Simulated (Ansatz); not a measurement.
Harmonic vibrational thermodynamics of Al3V (Cu3Au type, space group No. 221) at fixed volume, PBEsol (plane waves, PAW; program Ansatz). The rows extrapolate the 0 K crystal and know nothing of melting or changes of phase.

```tsv
T (K)	F_vib (meV/atom)	S (J/K per mol of atoms)	C_V (J/K per mol of atoms)
50	…	1.2	…
100	43.6	5.5	10.5
200	32.4	16.0	19.1
300	…	…	22.1
400	-17.5	30.9	23.2
600	…	40.6	…
800	-183.9	47.6	24.5
1000	-288.4	53.1	24.7
```

Q: Some entries are withheld; supply them.

A: 
- 600, C_V (J/K per mol of atoms): 24.2
- 600, F_vib (meV/atom): -92.2
- 300, F_vib (meV/atom): 11.3
- 300, S (J/K per mol of atoms): 24.4
- 50, C_V (J/K per mol of atoms): 3.0
- 50, F_vib (meV/atom): 45.3

Space group Pm-3m (Cu3Au type). The workflow started from a Materials Project entry (that database holds measured and hypothetical structures alike); the Crystallography Open Database copy checked does not list it. Whether it is the stable phase at ambient conditions was not checked. The cell was relaxed with PBEsol under the symmetry of its start; whether a distortion lowers the energy is not shown. The run is not spin-polarised.

Potentials: the later of the program's two PAW sets.
